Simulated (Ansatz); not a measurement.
PbSe (rock salt)

```
CELL_PARAMETERS angstrom
      0.00000     3.10888     3.10888
      3.10888     0.00000     3.10888
      3.10888     3.10888     0.00000
ATOMIC_POSITIONS crystal
  Se 0.00000 0.00000 0.00000
  Pb 0.50000 0.50000 0.50000
```

Grid over V/V₀ and (c/a)/(c/a)₀, subscript 0 meaning the relaxed cell; the conventional c axis lies along z; no internal relaxation.

Method: PBE (plane waves to 420 eV, PAW, scalar-relativistic; Ansatz, a quantum-chemistry and plane-wave program). k mesh 9×9×9 (Γ-centred), Fermi-Dirac smearing 0.05 eV. Stress and pressure are positive under compression. PbSe was relaxed with its symmetry unable to fall. Spin-orbit coupling is left out, though Pb is heavy.

At one point of the scan the stress tensor (GPa) is:

```
    0.0      0.0      0.0
    0.0      0.0      0.0
    0.0      0.0      7.6
```

Which point is it?
A. V/V₀ = 1.027, (c/a)/(c/a)₀ = 0.920
B. V/V₀ = 0.960, (c/a)/(c/a)₀ = 0.947
C. V/V₀ = 1.013, (c/a)/(c/a)₀ = 0.973
D. V/V₀ = 1.000, (c/a)/(c/a)₀ = 0.920

B, V/V₀ = 0.960, (c/a)/(c/a)₀ = 0.947

(A scan under strain: stresses follow from slopes of the energy per volume, elastic moduli from its curvatures.)
